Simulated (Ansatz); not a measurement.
A frame of C from dynamics at 6000 K, with the forces (eV/Å) computed on a k mesh in the last three columns. Computed with Ansatz, DFT PBE, scalar-relativistic, plane waves, PAW.

Cutoff 420 eV; k points 4×5×4 on the computed 16-atom cell (Γ-centred); Fermi–Dirac smearing, width 0.52 eV; no spin polarisation.

```xyz
16
Lattice="5.470 -0.008 0.048 -0.008 5.191 0.054 0.048 0.054 5.354" Properties=species:S:1:pos:R:3:forces:R:3 pbc="T T T"
C     0.341    1.044    3.002    8.100   14.030   -0.530
C     3.197    2.582    1.671   -2.240    4.200    7.100
C     1.662    4.301    2.569   -0.420    5.030   -1.550
C     2.287    3.214    2.554    6.920   -7.510    3.470
C     2.801    2.397    3.872   -5.290    0.980   -3.960
C     4.946    4.900    4.823   -0.120    0.880   -0.320
C     1.591    1.512    3.715    0.590    1.520   -0.300
C     3.930    2.472    4.653   -1.490    0.390    2.940
C     1.859    4.967    0.075    2.750   -1.650    4.460
C     5.154    0.837    0.354    0.580   -2.940    2.210
C     5.359    0.667    1.867   -2.860   -0.170   -5.760
C     2.072    0.405    4.245    0.520   -3.540   -0.090
C     2.442    4.632    1.329   -4.420    2.480   -1.650
C     4.651    3.635    4.917   -0.880   -1.380    0.320
C     5.211    5.177    3.247   -4.830   -8.640    2.400
C     3.113    2.058    0.620    3.080   -3.680   -8.740
```

Static pressure 16.6 GPa (no kinetic part), no gap on the mesh.

Counting as bonded all pairs within 1.2 times the summed covalent radii:

| atom → neighbour | mean count | mean length (Å) | spread (Å) |
| --- | --- | --- | --- |
| C → C | 2.50 | 1.42 | 0.13 |

Angles between all pairs of such bonds at an atom (mean ± spread): 119 ± 28° at C.

Cost: 1 run of about 1.4 core-minutes, on Arm Neoverse N1 (shared hosts).